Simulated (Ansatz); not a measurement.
A: NiSi$_{2}$ (fluorite type, space group Fm-3m), a = 5.4445 Å, b = 5.4445 Å, c = 5.4445 Å, α = 90.00°, β = 90.00°, γ = 90.00°
B: CsPbCl$_{3}$ (cubic perovskite), a = b = c = 5.7356 Å, α = β = γ = 90.00°
C: Mg₂Ge (anti-fluorite), a = b = c = 6.4212 Å, α = β = γ = 90.00°

Scan: energy against volume (even scaling of the relaxed cell, symmetry kept). All come from one method, each on a k mesh of its own. All were relaxed with their symmetry unable to fall. NiSi2 is run without spin polarisation. Spin-orbit coupling is left out. This is a high-temperature form of CsPbCl3.

Question: Put the candidates in order of bulk modulus (fitted), highest first, for PBE (plane waves to 420 eV, PAW, scalar-relativistic; Ansatz, an electronic-structure program).

Answer: A (145 GPa), C (49.7 GPa), B (21.8 GPa)

(Under strain, the slope of the energy per volume gives the stress and its curvature an elastic modulus.)
